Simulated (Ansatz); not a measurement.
ReC (CsCl type, Pm-3m) at seven volumes, the program Ansatz at the PBE level (PAW), scaled uniformly. One row is withheld.

```
V (Å³/atom)  P (GPa)
-----------  -------
8.877          46.09
9.169              ?
9.462          12.95
9.755           0.00
10.047        -10.99
10.340        -20.30
10.633        -28.15
```

Task: Fit the shown pressures and predict the withheld one.

Result: P = (3/2)B₀(x^(7/2) − x^(5/2))[1 + (3/4)(B′ − 4)(x − 1)] with x = (V₀/V)^(2/3). Least squares on the six rows gives V₀ = 9.755 Å³/atom, B₀ = 396 GPa, B′ = 4.46. At V = 9.169, x = 1.0422 and P = 28.17 GPa. The run itself gave 28.18 GPa.

A made-up cell: these elements were put on the sites of a structure type; neither database checked (COD, Materials Project) lists it. Its standing as an ambient phase is unchecked. The cell was relaxed with PBE under the symmetry of its start; whether a distortion lowers the energy is not shown. No spin polarisation was allowed. Spin–orbit coupling is left out wherever it is not named.

Potentials: the earlier of the program's two PAW sets.
